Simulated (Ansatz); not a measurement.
Data:

BP:
```cif
data_B4P4
_chemical_formula_sum 'B4 P4'
_space_group_name_H-M_alt 'F-43m'
_space_group_IT_number 216
_space_group_name_Hall 'F -4 2 3'
_cell_length_a 4.53641
_cell_length_b 4.53641
_cell_length_c 4.53641
_cell_angle_alpha 90.000
_cell_angle_beta 90.000
_cell_angle_gamma 90.000
loop_
_atom_site_label
_atom_site_type_symbol
_atom_site_symmetry_multiplicity
_atom_site_Wyckoff_symbol
_atom_site_fract_x
_atom_site_fract_y
_atom_site_fract_z
_atom_site_occupancy
B1 B 4 a 0.00000 0.00000 0.00000 1
P1 P 4 c 0.25000 0.25000 0.25000 1
```
(The calculation used a cell of 2 atoms; values per cell refer to that cell.)

This is the r²SCAN-relaxed structure.

Question: All from r²SCAN in the plane-wave PAW code Ansatz, unless another level is named. Estimate the electron effective mass.

Answer: 0.22, 0.22, 1.3 mₑ (principal values).

Question: And the hole effective mass, band 1 of 3 at the edge?

Answer: 0.32 along [100], 2.3 along [110], 0.60 along [111] (mₑ).

Symmetry was held in the r²SCAN relaxation; phonons on a q-mesh show no instability.

Potentials: the earlier of the program's two PAW sets.

Edges and masses are those of Kohn–Sham bands, whose gap is no quasiparticle gap.
